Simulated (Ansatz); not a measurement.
Be₂Sn:
```xyz
3
Lattice="0.0000 2.9012 2.9012 2.9012 0.0000 2.9012 2.9012 2.9012 0.0000" Properties=species:S:1:pos:R:3 pbc="T T T"
Sn     0.0000     0.0000     0.0000
Be     1.4506     1.4506     1.4506
Be     4.3518     4.3518     4.3518
```

Relaxed with r²SCAN. Special points in fractions of this cell's reciprocal vectors: Γ (0.000, 0.000, 0.000); X (0.500, 0.000, 0.500); U (0.625, 0.250, 0.625); K (0.375, 0.375, 0.750); L (0.500, 0.500, 0.500); W (0.500, 0.250, 0.750).

### Question
List the band energies nearest the Fermi level at these points for DFT-r²SCAN with spin–orbit coupling in the program Ansatz with PAW potentials.

### Answer
In eV from the Fermi level; about four levels below and three above (degenerate sets whole), none deeper than 8.9 eV; points with the same levels are listed once.

| k | below | above |
|---|---|---|
| Γ | – | 0.61 0.61 0.91 0.91 0.91 0.91 |
| X | -3.60 -3.60 -0.46 -0.46 | 0.89 0.89 7.45 7.45 |
| U | -5.44 -5.44 -3.13 -3.13 | 0.41 0.41 3.67 3.67 |
| L | -1.45 -1.45 -1.18 -1.18 | 1.67 1.67 1.72 1.72 |
| W | -5.46 -5.46 -4.51 -4.51 | 3.01 3.01 3.02 3.02 |

Space group Fm-3m (fluorite or antifluorite type). The cell is a constructed one: a structure type filled with these elements; neither database checked (COD, Materials Project) lists it. Whether it is the stable phase at ambient conditions was not checked. Symmetry was held in the r²SCAN relaxation; its stability against distortions is not shown here.

Potentials: the earlier of the program's two PAW sets. The files were generated under PBE; for other functionals the program regenerates the frozen cores, and for LDA and PBEsol the local potential too.
